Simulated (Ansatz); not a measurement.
Al2O3 (corundum) was relaxed and computed twice in Ansatz (plane waves, PAW), once with HSE06 and once with LDA.

|  | run 1 | run 2 |
|---|---|---|
| cell | a = b = 4.7526 Å, c = 12.9792 Å, α = β = 90.00°, γ = 120.00° | a = 4.7292 Å, b = 4.7292 Å, c = 12.8910 Å, α = 90.00°, β = 90.00°, γ = 120.00° |
| gap (eV) | 8.16 | 6.43 |
| B₀ by P(V) fit (GPa) | 258 | 257 |

Problem. Which run used which functional?

Solution. Run 1 is HSE06, run 2 is LDA.

All cells were relaxed under the symmetry of their starts (and spin orders); stability against distortions was not tested throughout.

Potentials: the later of the program's two PAW sets.

Ansatz (a quantum-chemistry and plane-wave program) is a plane-wave DFT program.
